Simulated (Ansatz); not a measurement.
A distorted cell of MoS₂ (2H-MoS2 type, space group P6_3/mmc):

```
MoS2
1.0
    3.14937     0.00000     0.00000
   -1.57469     2.72744     0.00000
    0.00000     0.00000    12.25145
Mo S
2 4
Direct
  0.33333   0.66667   0.25000
  0.66667   0.33333   0.75000
  0.33333   0.66667   0.62049
  0.66667   0.33333   0.12049
  0.66667   0.33333   0.37951
  0.33333   0.66667   0.87951
```

Computed with PBE-D3(BJ) (plane waves to 420 eV, PAW, scalar-relativistic; Ansatz, a program for electronic structure). k mesh 12×12×3 (Γ-centred), Fermi-Dirac smearing 0.05 eV. E stands for the smeared free energy. Compression counts positive. As the atoms are clamped, bonds stretch with the cell, which overstates energies and stresses. MoS2 is run without spin polarisation. MoS2 was relaxed with its symmetry unable to fall.

What is the stress tensor (GPa)?


```
   -1.3      0.0      0.0
    0.0     -1.3      0.0
    0.0      0.0     -4.0
```
The pressure, a third of the trace, is -2.2 GPa.

It is the relaxed cell deformed to V/V₀ = 1.013, (c/a)/(c/a)₀ = 1.013, c along z, fractional positions held. What is its energy relative to the relaxed cell?

2.9 meV/atom.

(A scan under strain: stresses follow from slopes of the energy per volume, elastic moduli from its curvatures.)
